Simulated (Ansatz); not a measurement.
## Computed properties of Al2Au

Al₂Au:
```cif
data_Al2Au
_chemical_formula_sum 'Au1 Al2'
_space_group_name_H-M_alt 'P 1'
_space_group_IT_number 1
_cell_length_a 4.21155
_cell_length_b 4.21155
_cell_length_c 4.21155
_cell_angle_alpha 60.000
_cell_angle_beta 60.000
_cell_angle_gamma 60.000
loop_
_space_group_symop_operation_xyz
  'x, y, z'
loop_
_atom_site_label
_atom_site_type_symbol
_atom_site_fract_x
_atom_site_fract_y
_atom_site_fract_z
_atom_site_occupancy
Au1 Au 0.00000 0.00000 0.00000 1
Al1 Al 0.25000 0.25000 0.25000 1
Al2 Al 0.75000 0.75000 0.75000 1
```

Space group Fm-3m (No. 225), fluorite or antifluorite type; conventional cell a = 5.956 Å, b = 5.956 Å, c = 5.956 Å, α = 90.00°, β = 90.00°, γ = 90.00°.

Method: LDA in the plane-wave PAW code Ansatz. The cell and atoms are relaxed at this level. Other levels are named where they apply.

Cell and energy:

| Quantity | Result |
|---|---|
| Volume per atom | 17.61 Å³ |
| Density | 7.89 g/cm³ |
| Formation energy from the elements (no fitted shifts) | -0.50 eV/atom |

Electronic structure:

| Item | Result |
|---|---|
| Electronic character | metallic (no gap) |
| Density of states at the Fermi level | 0.30 states/eV per atom (mean over ±0.08 eV) |

Mechanics:

| Quantity | Value |
|---|---|
| Bulk modulus (Birch–Murnaghan fit) | 121 GPa |
| Pressure derivative B′ | 4.7 |
| Elastic constants (relaxed ions, GPa) | C11 = 162, C12 = 101, C44 = 54.4 |
| Mechanical stability | stable (all eigenvalues of C positive) |
| Hill bulk and shear moduli | 122 and 42.9 GPa |
| Young's modulus | 115 GPa |
| Poisson's ratio | 0.34 |
| Debye temperature from the elastic constants | 300 K |

Phonons:

| Property | Value |
|---|---|
| Highest zone-centre frequency | 268 cm⁻¹ |
| Zone-centre stability | no imaginary mode at Γ |

Symmetry was held in the LDA relaxation. As this level gives no gap, shear constants depend on the k-mesh and smearing (Fermi–Dirac, 0.1 eV here). As this level gives no gap, phonon frequencies hold no LO–TO term and depend on the k-mesh and smearing (Fermi–Dirac, 0.1 eV here). The references are the lowest solids computed at this level, not always the standard phases. Scalar-relativistic: spin–orbit coupling is off unless named, which matters more the heavier the elements.

Potentials: the later of the program's two PAW sets.
